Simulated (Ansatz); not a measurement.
A scan (energy against volume; even scaling of the relaxed cell, symmetry kept) gave these values. These are PBE (plane waves to 420 eV, PAW, scalar-relativistic; Ansatz, a quantum-chemistry and plane-wave program) values and carry that method's errors.

| Item | Result |
|---|---|
| Bulk modulus at fixed cell shape B₀ (third-order Birch-Murnaghan fit) | 214 GPa |
| Pressure derivative B₀′ (fit) | 3.9 |
| Equilibrium volume of the fit | 10.50 Å³/atom |

Of these crystals, all scanned alike, which one is it?
A. Zr (hcp, Mg type)
B. WC (WC type, space group P-6m2)
C. SiC (wurtzite)
D. ZnO (wurtzite)

C, SiC (wurtzite). The others have, for the bulk modulus at fixed cell shape: ZnO 129 GPa, WC 386 GPa, Zr 93.8 GPa

All were relaxed with their symmetry unable to fall. Spin-orbit coupling is left out. The PAW data are Ansatz's earlier set. WC is run without spin polarisation. Zr is run without spin polarisation. With the shape held, the modulus is that of even scaling; a crystal free to change shape is softer.

(Under strain, the slope of the energy per volume gives the stress and its curvature an elastic modulus.)
